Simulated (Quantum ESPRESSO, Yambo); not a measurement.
## Levels of theory for the gap of K₂LiScF₆

K2LiScF6 (space group Fm-3m, No. 225): one geometry, one set of norm-conserving PBEsol (Quantum ESPRESSO, 84 Ry, without SOC) orbitals, self-energies from Yambo (2×2×2 Γ-centred k mesh, bands 3 to 216 and a 7 Ry block in the screening, 216 bands in G with the Bruneval-Gonze terminator, plasmon pole fitted at 27.2 eV).

The geometry is that of Materials Project entry mp-1111110, symmetrised and not relaxed again.

```
level                                                        gap Γ → Γ (eV)                        rough Yambo cost
-----------------------------------------------------------  --------------  --------------------------------------
PBEsol (Quantum ESPRESSO)                                              6.81                                       –
exchange only (Hartree-Fock self-energy on PBEsol orbitals)           22.68                    about 1/7 (6 states)
static COHSEX@PBEsol                                                  13.25       within a factor of two (2 states)
G0W0@PBEsol, plasmon pole                                             12.11                            1 (6 states)
G0W0@PBEsol, multipole fit to 8 frequencies, no terminator            12.13       within a factor of two (2 states)
G0W0@PBEsol, plasmon pole, no terminator                              12.26  about 1/6 (2 states, screening reused)
```

Bare exchange has no screening and gives the widest gap; static COHSEX screens it but leaves out the frequency dependence, which G0W0 restores.

Costs are rough ratios of core time on shared machines.

Nearest settings tried, and what they do to the gap: 142 bands in G: +4 meV; 142 bands in W, 142 bands in G: +85 meV; 6 Ry block (283 vectors against 331): +41 meV. Not varied: mesh. So the settings aren't converged at that level. The k mesh is coarse.

The structure is a Materials Project entry; no match was found in the copy of COD used, and its stability was not checked.
